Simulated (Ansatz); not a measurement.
## Nb (bcc, W type): frozen-phonon scan

Relaxed Nb (bcc, W type):

```xyz
2
Lattice="-3.3027 3.3027 3.3027 1.6513 -1.6513 1.6513 1.6513 1.6513 -1.6513" Properties=species:S:1:pos:R:3 pbc="T T T"
Nb     0.0000     0.0000     0.0000
Nb    -1.6513     1.6513     1.6513
```

The atoms are displaced by Q × the pattern below (from a DFPT mode at N = (0.5, 0.0, 0.0), largest move 1; Q in Å), at fixed cell. (q is in reciprocal vectors of the primitive cell; the cell shown is doubled to hold the pattern.)

```
atom       x      y      z
----  ------  -----  -----
Nb1    1.000  0.000  0.000
Nb2   -1.000  0.000  0.000
```

Calculation: r2SCAN (plane waves to 500 eV, PAW, scalar-relativistic; Ansatz, a program for electronic structure). k mesh 10×20×20 (Γ-centred), Fermi-Dirac smearing 0.05 eV. E stands for the smeared free energy. With partly filled bands, energies and forces of such displacements shift with the k mesh and the smearing. Nb is run without spin polarisation. Nb was relaxed with its symmetry unable to fall. ΔE is measured from the undisplaced structure.

```tsv
Q (Å)	ΔE (meV/cell)	−dE/dQ from forces (eV/Å)
-0.100	94	1.725
-0.083	67	1.513
-0.067	44	1.265
-0.050	25	0.980
-0.033	11	0.665
-0.017	3	0.335
0.000	0	0.000
0.017	3	-0.335
0.033	11	-0.665
0.050	25	-0.980
0.067	44	-1.265
0.083	67	-1.513
0.100	94	-1.725
```

What the scan shows:

```
Property                                                                                                             Result
-----------------------------------------------------------  --------------------------------------------------------------
Energy at Q = 0.100 Å                                                                                           94 meV/cell
Space group of the distorted cell                                                         Cmcm (No. 63), lowered from Im-3m
Symmetry of the curve                                                                         even: the same for both signs
Shape of the curve                                           a single well with its minimum at or next to zero displacement
Harmonic wavenumber from the curvature (finite differences)                                                        172 cm⁻¹
```

The 13 points together took about 17 core-minutes (a rough figure).

(For displaced atoms, the force is minus the slope of the energy, and its curvature is a force constant, which sets phonon frequencies.)
